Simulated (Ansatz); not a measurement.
The slice is one period of a {100} plane through atoms; its size isn't given.

Computed with LDA (plane waves to 420 eV, PAW, scalar-relativistic; Ansatz, a quantum-chemistry and plane-wave program). Inside the PAW spheres the values are not all-electron values, and peaks at nuclei hang on which shells count as valence.

```
|@@@%*=:       :=*%@@|
|@@%#*-.       .-*#%@|
|%%#*=:.       .:=*#%|
|#**=-:.       .:-=**|
|==-::.         .::-=|
|::...           ...:|
|.                   |
|        .....       |
|        .....       |
|        .....       |
|        .....       |
|        .....       |
|.                   |
|::...           ...:|
|==-::.         .::-=|
|#**=-:.       .:-=**|
|%%#*=:.       .:=*#%|
|@@%#*-.       .-*#%@|
|@@@%*=:       :=*%@@|
|@@@%#=:.     .:=#%@@|
```
Scale: ten equal steps from -0.80 (start of ' ') to 1.01 (end of '@'), in the order ' .:-=+*#%@'. Values: log₁₀ of the valence density in e/Å³. The map has 20 points along u (one character each, u = 0 at the left) and 20 along v (v = 0 in the bottom row). The scale is logarithmic, as a density can span decades between atoms and voids.

```
|xxxxxxxx99551100001122110000115599xxxxxx|
|xxxxxx998844000011223322110000448899xxxx|
|xxxx9999662200001133333311000022669999xx|
|9999886633000011223344332211000033668899|
|5555442200001122334444443322110000224455|
|1111000000112233334444443333221100000011|
|0000000011223333333333333333332211000000|
|0000111122333333333333333333333322111100|
|1111223333444433333333333333444433332211|
|2222333344444433333333333333444444333322|
|1111223333444433333333333333444433332211|
|0000111122333333333333333333333322111100|
|0000000011223333333333333333332211000000|
|1111000000112233334444443333221100000011|
|5555442200001122334444443322110000224455|
|9999886633000011223344332211000033668899|
|xxxx9999662200001133333311000022669999xx|
|xxxxxx998844000011223322110000448899xxxx|
|xxxxxxxx99551100001122110000115599xxxxxx|
|xxxxxxxx99551100001122110000115599xxxxxx|
```
Scale: ten equal steps from 0.08 (start of '0') to 0.65 (end of '9'), in the order '0123456789'. Values: electron localisation function (ELF). The map has 20 points along u (two characters each, u = 0 at the left) and 20 along v (v = 0 in the bottom row). Points within 0.5 Å of a nucleus are blanked (x), as the pseudised field means little there.

Task: Which relaxed crystal do these maps come from?
A) TiPt (CsCl type)
B) GaIr (CsCl type)
C) CuPd (CsCl type)

Result: A, TiPt (CsCl type). Atoms on the slice: Ti at (0.00, 0.00)

All were relaxed with their symmetry unable to fall. CuPd is run without spin polarisation. GaIr is run without spin polarisation. Spin-orbit coupling is left out. TiPt is run without spin polarisation.
